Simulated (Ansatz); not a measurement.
The elements of this relaxed trial crystal are hidden behind letters.

```
lattice vectors (Å)
  -2.1179    2.1179   15.0358
   2.1179   -2.1179   15.0358
   2.1179    2.1179  -15.0358
fractional positions
X 0.2044 0.2044 0.0000
X 0.7956 0.7956 0.0000
Z 0.6061 0.6061 0.0000
Z 0.3939 0.3939 0.0000
Z 0.0000 0.0000 0.0000
Q 0.2500 0.7500 0.5000
Q 0.8404 0.3404 0.5000
Q 0.4469 0.9469 0.5000
Q 0.0531 0.5531 0.5000
Q 0.6596 0.1596 0.5000
```

Theory: DFT PBE, scalar-relativistic, plane waves, PAW (Ansatz 0.2.0). Cutoff 420 eV, Γ-centred 12×12×12 mesh (10-atom cell), Gaussian smearing of 0.01 eV, no spin polarisation.

* Space group: I-4m2 (No. 119)
* Conventional cell: a = 4.236 Å, c = 30.072 Å
* Volume per atom: 26.98 Å³
* Density: 4.76 g/cm³
* Formation energy: −0.323 eV/atom
* Gap on the 12×12×12 mesh of the 10-atom cell: 0.19 eV

Energies are uncorrected and count from the elements' standard states at the same level.

Question: X is a p-block element of period 3, Z is a p-block element of period 5 and Q is a p-block element of period 4. Which elements are they?

Answer: X = Al, Z = In, Q = As, so the formula is Al2In3As5. Density times volume gives a mean mass of 4.76 × 26.98/1.6605 = 77.3 u per atom, and this set has 77.3 u. Al is surrounded by 4 As at 2.51–2.52 Å; In on a site of symmetry 2mm has 4 As at 2.65–2.66 Å; As on a site of symmetry -4m2 is surrounded by 4 Al at 2.52 Å; 3 more sites not described. Other sets within the hints have nearly the same mass, so mass alone doesn't settle it; this one was computed.

Kohn–Sham gaps at this level usually fall short of measured ones. Symmetry constrained the relaxation, so the result can be a saddle point.
